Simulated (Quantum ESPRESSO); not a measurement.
BaO has the cubic space group Fm-3m (No. 225), the rock salt structure, Pearson symbol cF8. Conventional cell: a = b = c = 5.486 Å, α = β = γ = 90.00°. O on 4b is surrounded by 6 Ba at 2.743 Å (octahedral). Ba on 4a is coordinated by 6 O at 2.743 Å (octahedral). (Neighbours: up to the widest gap in distance over summed covalent radii, below 1.35, at either atom; cation-cation contacts left out.)
(The calculation used a cell of 2 atoms; values per cell refer to that cell.)

Cell and atoms were relaxed with PBEsol from Materials Project entry mp-1342, within its symmetry.

Q: What does PBEsol (Quantum ESPRESSO, PseudoDojo norm-conserving, 84 Ry, with spin-orbit coupling) give for the electronic structure near the Fermi level?

A: The PBEsol gap is direct, 1.79 eV at X.
